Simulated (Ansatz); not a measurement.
GaGe$_{16}$Si$_{15}$ in space group Cm (No. 8; Pearson symbol mS64), PBE in the plane-wave PAW code Ansatz, all energies at zero smearing, with the estimated change up to a 700 eV cutoff added, with one set of potentials and settings (totals compare only within such a set). Cell of 32 atoms (1 Ga, 16 Ge, 15 Si): -82038.693 eV.

```tsv
element	reference phase	E (eV/atom)
Ga	Cmce, 4 atoms in the cell	-3783.0209
Ge	Fd-3m, 2 atoms in the cell	-4294.9847
Si	Fd-3m, 2 atoms in the cell	-635.8096
```

Formation energy per atom, worked out: (-82038.693 − 1×(-3783.0209) − 16×(-4294.9847) − 15×(-635.8096))/32 = 0.038 eV/atom (4 kJ per mol of atoms), at 0 K, without zero-point energy or fitted corrections.

The start of the workflow was typed in or built on a structure type; neither database checked (COD, Materials Project) lists it. Its standing as an ambient phase is unchecked. The cell was relaxed with PBE under the symmetry of its start; its stability against distortions is not shown here. The references are the lowest solids computed at this level, not always the standard phases.

Potentials: the later of the program's two PAW sets.
